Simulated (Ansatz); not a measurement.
Theory: Ansatz 0.2.0, DFT PBE, scalar-relativistic, plane waves, PAW. All cells share a 420 eV cutoff and Γ-centred k meshes spaced at most about 0.3 Å⁻¹ (about 0.25 or finer for metals, 2π included). No spin polarisation in the final relaxations.

All energies are static (0 K, no zero-point motion). All come from trial cells, and lower structures may exist.

Question: Order these relaxed structures of Ta5AlN6 by energy, lowest first, with the energy over the lowest of them.
A.

```xyz
12
Lattice="2.9905 0.0000 0.0000 0.0000 4.3496 0.0000 0.0000 0.0000 9.6524" Properties=species:S:1:pos:R:3 pbc="T T T"
Ta    0.0000    0.0000    0.0000
Ta    0.0000    0.0000    3.1511
Ta    0.0000    0.0000    6.5012
Ta    1.4953    2.1748    7.9173
Ta    1.4953    2.1748    1.7351
Al    1.4953    2.1748    4.8262
N     0.0000    2.1748    3.4828
N     0.0000    2.1748    6.1696
N     1.4953    0.0000    8.1084
N     0.0000    2.1748    0.0000
N     1.4953    0.0000    1.5440
N     1.4953    0.0000    4.8262
```

B.

```xyz
12
Lattice="5.3327 0.0000 0.0000 -2.6663 4.6182 0.0000 0.0000 0.0000 5.7737" Properties=species:S:1:pos:R:3 pbc="T T T"
Ta    0.0000    0.0000    0.0000
Ta    0.0000    3.0788    1.4626
Ta    0.0000    3.0788    4.3111
Ta    2.6663    1.5394    1.4626
Ta    2.6663    1.5394    4.3111
Al    0.0000    0.0000    2.8869
N     2.6663    0.0000    0.0000
N     2.6663    0.0000    2.8869
N     1.3332    2.3091    0.0000
N     1.3332    2.3091    2.8869
N    -1.3332    2.3091    0.0000
N    -1.3332    2.3091    2.8869
```

Answer: A (0 meV/atom), B (206 meV/atom). Forms: A Ta and Al ordered on rock salt sites, Pmmm; B P6/mmm. Counting N atoms around Al and Ta (those within 1.25 times the shortest such distance or 1.15 times the sum of covalent radii; the shortest distance is added where it is long for a bond): A has Ta 6, Al 6; B has Ta 6, Al 6 from 2.7 Å.

These runs have no spin–orbit coupling, which can matter for Ta. Cells relaxed within their symmetry can be saddle points. Some types were kept out of the candidates beforehand, so the set may lack a known form.
